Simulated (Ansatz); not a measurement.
All numbers below come from DFT PBE, scalar-relativistic, plane waves, PAW in Ansatz. All cells share a 420 eV cutoff and Γ-centred k meshes spaced at most about 0.3 Å⁻¹ (about 0.25 or finer for metals, 2π included). No spin polarisation in the final relaxations.

Temperature and zero-point effects are left out.

Compare these two cells of AlP₅, each relaxed at this level.

A.

```
Al P
1.0
     7.00059    0.00000    0.00000
     0.00000    7.00059    0.00000
     0.00000    0.00000    2.35977
Al P
1 5
Direct
  0.50000 0.50000 0.00000
  0.76021 0.76021 0.00000
  0.23979 0.23979 0.00000
  0.23979 0.76021 0.00000
  0.76021 0.23979 0.00000
  0.00000 0.00000 0.00000
```

B.

```
Al P
1.0
     7.92043    0.00000    0.00000
    -3.96022    6.85930    0.00000
     0.00000    0.00000    2.38713
Al P
1 5
Direct
  0.00000 0.00000 0.50000
  0.50000 0.00000 0.50000
  0.00000 0.50000 0.50000
  0.50000 0.50000 0.50000
  0.33333 0.66667 0.50000
  0.66667 0.33333 0.50000
```

Question: Which form is favoured at zero pressure, and by what margin per atom?

Answer: A is lower, by 52 meV/atom. A has space group P4/mmm (No. 123), 19.3 Å³/atom and no gap on its mesh; B has space group P6/mmm (No. 191), 21.6 Å³/atom and no gap. Counting P atoms around Al (those within 1.25 times the shortest such distance or 1.15 times the sum of covalent radii; a plus sign parts nearer from farther groups; the shortest distance is added where it is long for a bond), A has Al 4 and B has Al 6+18 from 4.0 Å. A holds P–P chains (shortest 2.36 Å); B holds P–P bonds in all directions (shortest 2.29 Å). The denser one is the lower, and pressure would at first widen the difference. Even the lower one lies +0.45 eV/atom against the reference forms of the elements (uncorrected), so neither is stable at this level. In A, Al is surrounded by 2 Al at 2.36 Å and 4 P at 2.58 Å; around P on a site of symmetry m2m lie 3 P at 2.36–2.37 Å and 1 Al at 2.58 Å; around P on a site of symmetry 4/mmm lie 6 P at 2.36–2.37 Å. In B, Al has 2 Al at 2.39 Å; around P on a site of symmetry mmm lie 4 P at 2.29–2.39 Å; P on a site of symmetry -6m2 is surrounded by 5 P at 2.29–2.39 Å. Both come from invented guesses. A third cell relaxed alike, in P-6m2, lies 204 meV/atom below the lower of the two.

Cells relaxed within their symmetry can be saddle points.
